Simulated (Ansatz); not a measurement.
ZnCu$_{2}$SnSe$_{4}$ (kesterite type, space group I-4)

```
CELL_PARAMETERS angstrom
     -2.84950     2.84950     5.69111
      2.84950    -2.84950     5.69111
      2.84950     2.84950    -5.69111
ATOMIC_POSITIONS crystal
  Cu 0.00000 0.00000 0.00000
  Cu 0.75000 0.25000 0.50000
  Zn 0.25000 0.75000 0.50000
  Sn 0.50000 0.50000 0.00000
  Se 0.63693 0.62915 0.52589
  Se 0.10325 0.11103 0.47411
  Se 0.37085 0.89675 0.00778
  Se 0.88897 0.36307 0.99222
```

The slice is a (001) plane (indices of the conventional cell) through the point (0.371, 0.897, 0.008) (fractional), spanned by u = [101] and v = [011] in vectors of this cell: u (5.70 Å) and v (5.70 Å, at 90° to u). It covers one period; positions are fractions (u, v).

The numbers are results of r2SCAN (plane waves to 500 eV, PAW, scalar-relativistic; Ansatz, an electronic-structure program), not measurements. k mesh 8×8×8. These are valence fields of a PAW run, semicore shells included where kept as valence: close to a nucleus they are smooth pseudo fields. The PAW data are Ansatz's earlier set. ZnCu2SnSe4 is run without spin polarisation. ZnCu2SnSe4 was relaxed with its symmetry unable to fall.

Question: Predict the map of the valence electron density on the slice.

Answer: 
```
|@%#+==-::..        .::-==+#%|
|##*+=--::..        .::-==+*#|
|+++==--::..       ..::--==++|
|====---::...      ...::--===|
|==----:::...........:::---==|
|-----:::::..........::::----|
|::::::::::::::::::::::::::::|
|::::::::::::::::::::::::::::|
|.....::::::--------:::::....|
|......::::---====---:::.....|
|   ...:::--========--::...  |
|    ...::-===++++===-::..   |
|     ..:--==+*##*+==--:..   |
|     ..:--=+*%@@%*+=--:..   |
|     ..:--=+*%@@%*+=--:..   |
|    ...:--=+*%@@%*+=--:..   |
|    ...:--==+*##*+==-::..   |
|  ....:::-===++++==--::...  |
|......:::--=======---::.....|
|::.:::::::---===----::::....|
|::::::::::::------::::::::::|
|----:::::::::::::::::::::---|
|==----:::::.........::::---=|
|====--:::............::--===|
|+++==--::....    ....:--==++|
|##*+==-::..       ..::--=+*#|
|@%#+==-::..        .::-==+#%|
|@@#+==-::..        .::-==+#@|
```
Scale: ten equal steps from -1.82 (start of ' ') to 1.81 (end of '@'), in the order ' .:-=+*#%@'. Values: log₁₀ of the valence density in e/Å³. The map has 28 points along u (one character each, u = 0 at the left) and 28 along v (v = 0 in the bottom row). The scale is logarithmic, as a density can span decades between atoms and voids.
